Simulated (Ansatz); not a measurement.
One stationary structure of CsPbBr3. Space group Pnma (No. 62), AFLOW prototype AB3C_oP20_62_c_cd_a (as in CaTiO3). These are PBEsol (plane waves to 420 eV, PAW, scalar-relativistic; Ansatz, a first-principles code) values and carry that method's errors.

```xyz
20
Lattice="8.3890 0.0000 0.0000 0.0000 11.6278 0.0000 0.0000 0.0000 7.9909" Properties=species:S:1:pos:R:3 pbc="T T T"
Cs     3.6308     2.9070     7.8188
Cs     7.8253     2.9070     4.1676
Cs     4.7581     8.7209     0.1721
Cs     0.5637     8.7209     3.8234
Pb     0.0000     0.0000     0.0000
Pb     4.1945     5.8139     3.9955
Pb     0.0000     5.8139     0.0000
Pb     4.1945     0.0000     3.9955
Br     0.1064     2.9070     0.6135
Br     4.3009     2.9070     3.3820
Br     8.2825     8.7209     7.3775
Br     4.0881     8.7209     4.6089
Br     2.4930     6.2740     1.5858
Br     6.6874    11.1677     2.4097
Br     5.8960     0.4601     6.4052
Br     1.7015     5.3538     5.5812
Br     5.8960     5.3538     6.4052
Br     1.7015     0.4601     5.5812
Br     2.4930    11.1677     1.5858
Br     6.6874     6.2740     2.4097
```

For CsPbBr3, the volume per atom is 38.97 Å³. The band gap comes out as 1.86 eV, direct at Γ (no spin-orbit coupling). The shortest distances comes out as Br–Pb 2.97 Å. The k-mesh is 3×3×4.

Band energies at high-symmetry points (eV from the VBM; labels of this space group; no spin-orbit coupling), from −5 eV up to 5.2 eV:

```csv
point,energies
Γ,-3.83 -3.81 -3.79 -3.70 -3.70 -3.63 -2.68 -2.46 -2.36 -2.35 -2.34 -2.33 -2.14 -2.02 -1.99 -1.97 -1.96 -1.94 -1.90 -1.89 -1.87 -1.87 -1.84 -1.82 -1.82 -1.68 -1.60 -1.59 -1.56 -1.55 -1.51 -1.50 -1.28 -1.12 -0.64 0.00 1.86 1.97 2.04 2.24 2.51 2.74 3.85 4.82 5.00 5.03 5.08 5.08 5.17
X,-3.76 -3.76 -3.18 -3.18 -3.02 -3.02 -2.86 -2.86 -2.83 -2.83 -2.51 -2.51 -2.23 -2.23 -2.11 -2.11 -2.06 -2.06 -1.91 -1.91 -1.84 -1.84 -1.80 -1.80 -1.73 -1.73 -1.64 -1.64 -1.60 -1.60 -1.54 -1.54 -1.27 -1.27 -0.83 -0.83 2.32 2.32 3.45 3.45 3.64 3.64 3.75 3.75 3.94 3.94 5.07 5.07 5.12 5.12
S,-3.14 -3.14 -3.14 -3.14 -3.08 -3.08 -3.08 -3.08 -2.72 -2.72 -2.72 -2.72 -2.13 -2.13 -2.13 -2.13 -2.07 -2.07 -2.07 -2.07 -1.95 -1.95 -1.95 -1.95 -1.61 -1.61 -1.61 -1.61 -1.56 -1.56 -1.56 -1.56 -1.21 -1.21 -1.21 -1.21 3.58 3.58 3.58 3.58 3.70 3.70 3.70 3.70 3.84 3.84 3.84 3.84
Y,-3.75 -3.75 -3.75 -3.75 -3.01 -3.01 -2.88 -2.88 -2.53 -2.53 -2.31 -2.31 -2.26 -2.26 -2.00 -2.00 -1.99 -1.99 -1.89 -1.89 -1.84 -1.84 -1.80 -1.80 -1.69 -1.69 -1.65 -1.65 -1.59 -1.59 -1.58 -1.58 -1.30 -1.30 -0.49 -0.49 2.07 2.07 2.27 2.27 3.48 3.48 4.05 4.05 4.61 4.61 5.19 5.19 5.20 5.20
Z,-3.75 -3.75 -3.21 -3.21 -3.04 -3.04 -2.87 -2.87 -2.74 -2.74 -2.57 -2.57 -2.25 -2.25 -2.08 -2.08 -2.00 -2.00 -1.88 -1.88 -1.86 -1.86 -1.74 -1.74 -1.72 -1.72 -1.69 -1.69 -1.62 -1.62 -1.53 -1.53 -1.38 -1.38 -0.89 -0.89 2.31 2.31 3.48 3.48 3.54 3.54 3.85 3.85 3.90 3.90 5.12 5.12 5.15 5.15
U,-3.78 -3.78 -3.71 -3.71 -3.55 -3.55 -2.65 -2.65 -2.53 -2.53 -2.22 -2.22 -2.18 -2.18 -2.02 -2.02 -1.96 -1.96 -1.85 -1.85 -1.84 -1.84 -1.79 -1.79 -1.76 -1.76 -1.74 -1.74 -1.73 -1.73 -1.47 -1.47 -1.17 -1.17 -0.62 -0.62 2.29 2.29 2.33 2.33 2.75 2.75 4.65 4.65 5.12 5.12
R,-3.64 -3.64 -3.64 -3.64 -3.00 -3.00 -3.00 -3.00 -2.55 -2.55 -2.55 -2.55 -2.17 -2.17 -2.17 -2.17 -1.86 -1.86 -1.86 -1.86 -1.84 -1.84 -1.84 -1.84 -1.75 -1.75 -1.75 -1.75 -1.56 -1.56 -1.56 -1.56 -1.05 -1.05 -1.05 -1.05 2.52 2.52 2.52 2.52 3.79 3.79 3.79 3.79 4.87 4.87 4.87 4.87
T,-3.17 -3.17 -3.12 -3.12 -3.10 -3.10 -3.09 -3.09 -2.76 -2.76 -2.72 -2.72 -2.10 -2.10 -2.10 -2.10 -2.04 -2.04 -2.03 -2.03 -1.86 -1.86 -1.84 -1.84 -1.67 -1.67 -1.62 -1.62 -1.61 -1.61 -1.54 -1.54 -1.34 -1.34 -1.34 -1.34 3.53 3.53 3.57 3.57 3.67 3.67 3.75 3.75 3.78 3.78 3.87 3.87 5.19 5.19
```

No spin polarisation in the result. Without spin-orbit coupling the bands of the heavy element are not split, so the gap can be far off.

The run could not lose the symmetry of its start.

The first start was generated by placing the elements on the sites of a structure type. A measured structure of CsPbBr3 has the same space group, Pnma (No. 62); the sites were not compared with it.
